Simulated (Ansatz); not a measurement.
## SiW$_{3}$ (Im-3m), an elastic constant from a strain scan

These are results of Ansatz, DFT PBEsol, scalar-relativistic, plane waves, PAW, not measurements. Settings: plane waves to 420 eV, k-mesh 14×14×14 (Γ-centred), Gaussian smearing 0.15 eV. Spin–orbit coupling is left out, which can shift energies with elements as heavy as these. No spin polarisation. Energies are free energies at this smearing, counted from the undisturbed cell; pressure is positive in compression.

Reference structure (relaxed at this level; it needn't be the usual structure):

```
Si W
1.0
    -2.57720    2.57720    2.57720
     2.57720   -2.57720    2.57720
     2.57720    2.57720   -2.57720
Si W
1 3
Direct
  0.00000 0.00000 0.00000
  0.50000 0.50000 0.00000
  0.50000 0.00000 0.50000
  0.00000 0.50000 0.50000
```

The cell is strained by ε times the Voigt pattern (0, 0, 0, 1, 0, 0) (xx, yy, zz, yz, xz, xy; engineering shear) with fractional coordinates fixed. The cell holds 4 atoms in V0 = 68.47 Å³. The stress column is τ = (1/V0) dE/dε, got from the stress tensor σ (compression positive) at each point as −det(1 + εP) σ : P(1 + εP)⁻¹, with P the pattern as a tensor.

```csv
ε,ΔE (meV/atom),τ (GPa)
-0.0350,-6.622,3.514
-0.0300,-4.875,3.025
-0.0200,-2.173,2.030
-0.0100,-0.544,1.018
0.0000,0.000,0.000
0.0100,-0.544,-1.018
0.0200,-2.173,-2.030
0.0300,-4.875,-3.025
0.0350,-6.622,-3.514
0.0400,?,?
```

**Question.** Which combination of elastic constants does this scan measure, and how large is it?

**Answer.** For small ε, τ = τ0 + Kε with K = pᵀCp, which for this pattern is C44 in the cubic axes. The parabola through τ at ε = -0.0100, 0 and 0.0100 has slope K = -102 GPa at zero. The energies per cell, E = NΔE, of the same two points give K = 2[E(ε₊)/ε₊ − E(ε₋)/ε₋]/[(ε₊ − ε₋)V0] = -102 GPa, in agreement. K is negative: with the atoms carried along, the cell is unstable to this strain.

**Question.** Predict the withheld row at ε = 0.0400 from the harmonic law, and compare.

**Answer.** ΔE = V0(τ0 ε + Kε²/2)/N = -8.703 meV/atom and τ = -4.07 GPa. The calculation gives -8.627 meV/atom and -3.99 GPa, a miss of 0.9 % of the harmonic energy, so the harmonic law still holds here.

In a metal these slopes depend on the k mesh and the smearing.

Cost: 6 runs of about 3.9 core-minutes in all, on Intel Xeon Platinum 8259CL (Skylake/Cascade Lake) (shared hosts).